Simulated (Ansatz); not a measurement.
LaB6 (CaB6 type, space group Pm-3m): values from a third-order Birch-Murnaghan fit to a volume scan beside measured ones. Computed values: PBEsol (plane waves to 420 eV, PAW, scalar-relativistic; Ansatz, an electronic-structure program). LaB6 is run without spin polarisation. LaB6 was relaxed with its symmetry unable to fall.

```tsv
quantity	reference	kind
Lattice constant a (Å)	4.1569	measured, room temperature or unstated
```

References as given in: Masami Tsubota, Jiro Kitagawa, Scientific Reports (2017), doi:10.1038/s41598-017-15766-y. Values not taken to low temperature hold thermal and zero-point shifts that a static calculation lacks, so small differences there are no errors of the method.

Q: What does PBEsol give, and how far is that from the reference?

A: 
| quantity | PBEsol | difference |
|---|---|---|
| Lattice constant a (Å) | 4.130 | -0.7 % |



(A scan under strain: stresses follow from slopes of the energy per volume, elastic moduli from its curvatures.)
